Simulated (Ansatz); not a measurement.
HfSi2 (fluorite, Fm-3m) at seven volumes, PBE in the plane-wave PAW code Ansatz, scaled uniformly. One row is withheld.

| V (Å³/atom) | P (GPa) |
|---|---|
| 18.570 | 9.82 |
| 19.182 | 6.09 |
| 19.794 | ? |
| 20.406 | 0.00 |
| 21.018 | -2.42 |
| 21.630 | -4.51 |
| 22.243 | -6.30 |

Problem. Fit the shown pressures and predict the withheld one.

Solution. P = (3/2)B₀(x^(7/2) − x^(5/2))[1 + (3/4)(B′ − 4)(x − 1)] with x = (V₀/V)^(2/3). Least squares on the six rows gives V₀ = 20.408 Å³/atom, B₀ = 86.7 GPa, B′ = 3.90. At V = 19.794, x = 1.0206 and P = 2.81 GPa. The run itself gave 2.83 GPa.

A made-up cell: these elements were put on the sites of a structure type; neither database checked (COD, Materials Project) lists it. COD files the formula under space group No. 63, so this cell is another polymorph or a model. Whether it is the stable phase at ambient conditions was not checked. The PBE relaxation kept the symmetry of its start; whether a distortion lowers the energy is not shown. The run is not spin-polarised. Spin–orbit coupling is left out wherever it is not named.

Potentials: the later of the program's two PAW sets.
